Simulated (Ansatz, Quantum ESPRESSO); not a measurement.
## HPbNO4: programs and potentials compared

```xyz
7
Lattice="4.1992 0.1112 0.1682 1.9160 3.8913 0.1257 1.7609 1.2526 6.3727" Properties=species:S:1:pos:R:3 pbc="T T T"
H     6.1559    3.5396    4.2374
Pb    3.9410    4.7367    5.7714
N     2.1622    1.5295    2.0021
O     6.1170    3.6060    5.2180
O     2.2525    1.0554    0.8130
O     2.1821    0.7481    2.9790
O     2.0545    2.7723    2.1460
```

The cell comes from a database or a generator and needn't be the stable form of this composition.

Alike in all runs: task projected density of states; functional PBE; k mesh 7 × 7 × 5; occupations fermi-dirac, width 0.05 eV; no spin polarisation; no spin-orbit coupling. Pressure is positive in compression and, in plane waves, holds the error of the finite cutoff, which Ansatz's Pulay term estimates and takes out.

| program and potentials | plane-wave cutoff (eV) | notes | pressure (GPa) |
| --- | --- | --- | --- |
| Ansatz, Ansatz PAW | 420 | Pulay term of +0.62 GPa included | 0.00 |
| Quantum ESPRESSO, SSSP 1.3 efficiency PBE | 816 | - | -0.22 |
| Ansatz, all-electron LAPW, scalar-relativistic | - | - | -0.10 |

Force on atom 7 (O), eV/Å:

```
                        program and potentials       x       y       z
     Quantum ESPRESSO, SSSP 1.3 efficiency PBE  -0.002   0.033   0.005
Ansatz, all-electron LAPW, scalar-relativistic   0.005  -0.050  -0.008
```

The pressure spans -0.22 (Quantum ESPRESSO, SSSP 1.3 efficiency PBE) to 0.00 GPa (Ansatz, Ansatz PAW), with all-electron results at -0.10.

The functional is the same throughout but for its coding, so the spread measures potentials, basis and numerics; runs on potential files found faulty are left out.
